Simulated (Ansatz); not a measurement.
HfOs:
```cif
data_HfOs
_chemical_formula_sum 'Hf1 Os1'
_space_group_name_H-M_alt 'Pm-3m'
_space_group_IT_number 221
_space_group_name_Hall '-P 4 2 3'
_cell_length_a 3.20027
_cell_length_b 3.20027
_cell_length_c 3.20027
_cell_angle_alpha 90.000
_cell_angle_beta 90.000
_cell_angle_gamma 90.000
loop_
_atom_site_label
_atom_site_type_symbol
_atom_site_symmetry_multiplicity
_atom_site_Wyckoff_symbol
_atom_site_fract_x
_atom_site_fract_y
_atom_site_fract_z
_atom_site_occupancy
Hf1 Hf 1 a 0.00000 0.00000 0.00000 1
Os1 Os 1 b 0.50000 0.50000 0.50000 1
```

This is the LDA-relaxed structure.

Task: All from LDA (plane waves, PAW; program Ansatz), unless another level is named. Predict the density of states at the Fermi level.

Result: 0.17 states/eV per atom (mean over ±0.08 eV).

Task: What about the formation energy from the elements (no fitted shifts)?

Result: -0.66 eV/atom.

The first step of the workflow began from a Materials Project structure, measured or hypothetical; the Crystallography Open Database files this formula in space group No. 221, but the cells were not matched. Whether it is the stable phase at ambient conditions was not checked. The cell was relaxed with LDA under the symmetry of its start; of distortions, only those at the zone centre were tested. The run is not spin-polarised. The references are the lowest solids computed at this level, not always the standard phases. Spin–orbit coupling is left out wherever it is not named.

Potentials: the later of the program's two PAW sets.
